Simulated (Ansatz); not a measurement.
Here is the system:

SiC:
Space group F-43m (No. 216); a = 4.3291 Å, b = 4.3291 Å, c = 4.3291 Å, α = 90.00°, β = 90.00°, γ = 90.00°

```json
[
 {"atom": "C", "site": "4c", "symmetry": "-43m", "x": "0.2500", "y": "0.2500", "z": "0.2500"},
 {"atom": "Si", "site": "4a", "symmetry": "-43m", "x": "0.0000", "y": "0.0000", "z": "0.0000"}
]
```
(The calculation used a cell of 2 atoms; values per cell refer to that cell.)

This is the LDA-relaxed structure.

Question: All from DFT-LDA in the program Ansatz with PAW potentials, unless another level is named. Give the largest static χ(2) component.

Answer: 23 pm/V.

Question: And the electronic dielectric constant ε∞ (DFPT)?

Answer: 6.93.

Question: Give the static dielectric constant ε0 (ions relaxed, cell fixed).

Answer: 10.3.

Symmetry was held in the LDA relaxation; phonons on a q-mesh show no instability.

Potentials: the later of the program's two PAW sets.
